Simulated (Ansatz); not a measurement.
# Profile along the P–P line in P (space group Cmce)

P (space group Cmce)

```cif
data_P4
_chemical_formula_sum 'P4'
_space_group_name_H-M_alt 'P 1'
_space_group_IT_number 1
_cell_length_a 5.88370
_cell_length_b 5.88370
_cell_length_c 4.56347
_cell_angle_alpha 90.000
_cell_angle_beta 90.000
_cell_angle_gamma 147.328
loop_
_space_group_symop_operation_xyz
  'x, y, z'
loop_
_atom_site_label
_atom_site_type_symbol
_atom_site_fract_x
_atom_site_fract_y
_atom_site_fract_z
_atom_site_occupancy
P1 P 0.40603 0.59397 0.91350 1
P2 P 0.59397 0.40603 0.08650 1
P3 P 0.09397 0.90603 0.41350 1
P4 P 0.90603 0.09397 0.58650 1
```

Fields along a shortest P–P line of a (010) plane (2.23 Å), from P to P, interpolated on the slice's grid (step about 0.2 Å). Calculation: PBE (plane waves to 420 eV, PAW, scalar-relativistic; Ansatz, a program for electronic structure). k mesh 10×10×7. Near the nuclei the fields are pseudised (PAW); where an atom keeps semicore shells as valence, they peak there. P was relaxed with its symmetry unable to fall. The relaxed volume of P is well above the measured one; the method has no dispersion term.

```
distance from P (Å)  valence electron density (e/Å³)  electron localisation function
-------------------  -------------------------------  ------------------------------
0.00                                            0.03                               x
0.11                                            0.05                               x
0.22                                            0.13                               x
0.33                                            0.30                               x
0.45                                            0.51                            0.30
0.56                                            0.71                            0.62
0.67                                            0.82                            0.82
0.78                                            0.83                            0.88
0.89                                            0.80                            0.89
1.00                                            0.77                            0.89
1.11                                            0.75                            0.89
1.23                                            0.77                            0.89
1.34                                            0.80                            0.89
1.45                                            0.82                            0.88
1.56                                            0.82                            0.80
1.67                                            0.71                            0.59
1.78                                            0.51                            0.28
1.90                                            0.27                               x
2.01                                            0.12                               x
2.12                                            0.07                               x
2.23                                            0.07                               x
```

x: too close to a nucleus for the ELF to mean much.

Density on the P–P line (2.23 Å) at its midpoint: 0.75 e/Å³. ELF at that point: 0.9. ELF maximum in the middle third of the P–P line: 0.89, 1.0 Å from P.
